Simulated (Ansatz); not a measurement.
## Checking a converged run of Co

The cell (2 atoms) is Co as a test cell of our own (not relaxed).

The calculation used Ansatz, DFT, PBE, PAW (an earlier, harder data set), plane waves, scalar-relativistic.

```yaml
crystal:
  lattice:
    - [2.502077, 0.0, 0.0]
    - [-1.251038, 2.166862, 0.0]
    - [0.0, 0.0, 4.108168]
  atoms:
    - { symbol: Co, position: [0.33333333, 0.66666667, 0.25], spin: 2.0 }
    - { symbol: Co, position: [0.66666667, 0.33333333, 0.75], spin: -2.0 }
hamiltonian:
  xc: pbe
  pseudopotentials: { kind: paw }
kpoints:
  mp_grid: { grid: [1, 1, 1], shift: [0, 0, 0] }
magnetization:
  spin_polarized: true
scf:
  occupations: { method: fermi_dirac }
  lower_state_search: full
```

Settings in force: cutoff 900 eV, smearing width 0.1 eV; full search for lower states.

The run converged after 56 iterations in all: ferrimagnetic, site moments Co1 2.40, Co2 -2.71 μB, total -0.79 μB per cell.

One k-point is far from converged for this cell: the case tests the SCF and predicts nothing for the material.

Site moments are taken inside atomic spheres and don't add up to the total.

Task: Has the SCF ended in the lowest solution? If not, by how much is it too high?

Result: That can't be told from these runs. It is the lowest of 3 states reached by 6 converged runs, and the next lies 37.3 meV/atom higher (ferrimagnetic, site moments Co1 2.28, Co2 -2.65 μB, total -0.95 μB per cell). The run first closed 118 meV/atom higher, and its search went on from there. That doesn't prove a ground state. Only collinear orders within this cell were tried; the true ground state may need a larger cell. No run was started with parallel moments, and none ended so: a ferromagnetic state, which may lie lower, is missing here. No run without spin polarisation was made.
